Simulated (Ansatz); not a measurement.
**BaRe: what a change of element does**

All numbers are results of PBE, scalar-relativistic (spin polarisation where moments were expected) in the plane-wave PAW code Ansatz at 420 eV, Gaussian smearing of 0.05 eV, not measurements.

BaRe was relaxed to zero pressure in the CsCl-type structure, built from a prototype.

Symmetry: Pm-3m, No. 221, cubic system. Conventional cell: a = 3.723 Å, b = 3.723 Å, c = 3.723 Å, α = 90.00°, β = 90.00°, γ = 90.00°. Ba (site symmetry m-3m) is surrounded by 8 Re at 3.22 Å. Re (site symmetry m-3m) has 8 Ba at 3.22 Å as nearest neighbours. Neighbours are those within 15 % of a site's shortest distance, so a longer bond may be listed from one end only.

Results for BaRe: a (Å) 3.723, V (Å³/atom) 25.80, shortest unlike bond (Å) 3.22, gap (eV) metal, B0 (GPa) 45, E_f (eV/atom) 2.02.

Task: All Ba is replaced by Sr and the cell relaxed again in the same space group. What comes out?

Result: SrRe: a (Å) 3.638, V (Å³/atom) 24.07, shortest unlike bond (Å) 3.15, gap (eV) metal, B0 (GPa) 61, E_f (eV/atom) 1.89.

The volume changes by −6.7 %, or −2.3 % in mean length, and the shortest unlike bond by -0.07 Å. The bulk modulus goes from 45.1 to 60.8 GPa, as V^−4.3: with like bonding the larger cell is the softer. The formation energy moves by -0.13 eV/atom: both cells lie above their elements, SrRe less far.

Whether BaRe and SrRe form in this structure isn't claimed. The heavy elements are treated without spin–orbit coupling. E_f is the formation energy from the elements run alike, at 0 K, without zero-point energy; it is good to about 0.01 eV/atom as a calculation.

All runs used the PAW datasets of the set soft_2.
